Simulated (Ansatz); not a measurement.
MgO:
```yaml
crystal:
  lattice:
    - [0.00000, 2.12698, 2.12698]
    - [2.12698, 0.00000, 2.12698]
    - [2.12698, 2.12698, 0.00000]
  atoms:
    - { symbol: Mg, position: [0.50000, 0.50000, 0.50000] }
    - { symbol: O, position: [0.00000, 0.00000, 0.00000] }
```

Relaxed with PBE. Special points in fractions of this cell's reciprocal vectors: Γ (0.000, 0.000, 0.000); X (0.500, 0.000, 0.500); U (0.625, 0.250, 0.625); K (0.375, 0.375, 0.750); L (0.500, 0.500, 0.500); W (0.500, 0.250, 0.750).

**Question.** List the band energies nearest the valence-band maximum at these points for PBE in the plane-wave PAW code Ansatz.

**Answer.** In eV from the valence-band maximum; about four levels below and three above (degenerate sets whole), none deeper than 8.9 eV; … stands for higher levels left out; points with the same levels are listed once.

```csv
k,below,above
Γ,0.00 0.00 0.00,4.46 …
X,-3.93 -1.30 -1.30,9.11 …
U,-3.36 -2.62 -1.10,9.96 …
L,-4.48 -0.62 -0.62,7.73 …
W,-2.84 -2.84 -1.71,…
```

Space group Fm-3m (rock salt). Symmetry was held in the PBE relaxation; phonons on a q-mesh show no instability.

Potentials: the later of the program's two PAW sets.
